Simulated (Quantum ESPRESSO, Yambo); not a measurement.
# Quasiparticle gap of SrCl$_{2}$ at -1.5 % isotropic strain

```cif
data_Cl2Sr
_chemical_formula_sum 'Cl2 Sr1'
_space_group_name_H-M_alt 'P 1'
_space_group_IT_number 1
_cell_length_a 4.81008
_cell_length_b 4.81008
_cell_length_c 4.81008
_cell_angle_alpha 60.000
_cell_angle_beta 60.000
_cell_angle_gamma 60.000
loop_
_space_group_symop_operation_xyz
  'x, y, z'
loop_
_atom_site_label
_atom_site_type_symbol
_atom_site_fract_x
_atom_site_fract_y
_atom_site_fract_z
_atom_site_occupancy
Cl1 Cl 0.75000 0.75000 0.75000 1
Cl2 Cl 0.25000 0.25000 0.25000 1
Sr1 Sr 0.00000 0.00000 0.00000 1
```

The PBEsol cell relaxed from Materials Project entry mp-23209 was given an isotropic strain of -1.5 % on all lattice vectors, and the atoms were relaxed again.

Starting point: norm-conserving PBEsol (Quantum ESPRESSO, 68 Ry, without SOC). G0W0 in Yambo: 4×4×4 Γ-centred k mesh, 152 bands and a 8 Ry block in the screening, 152 bands in G with the Bruneval-Gonze terminator, plasmon pole fitted at 27.2 eV.

- PBEsol gap along the band path = 5.30 eV
- PBEsol gap between the mesh's edge points (X → X) = 5.30 eV
- G0W0 gap between the same points = 8.01 eV
- smallest G0W0 gap among all computed states (the edges move to other k points) = 7.85 eV

```tsv
k point	band	E PBEsol (eV)	E QP (eV)	shift (eV)	Z
Γ	VB	-0.37	-2.21	-1.84	0.81
Γ	CB	5.43	6.05	0.62	0.86
L	VB	-1.17	-3.06	-1.90	0.81
L	CB	6.66	7.93	1.26	0.85
X	VB	0.00	-1.80	-1.80	0.81
X	CB	5.30	6.21	0.91	0.86
```

Energies count from the PBEsol valence-band maximum.

Convergence of the G0W0 settings was not tested.
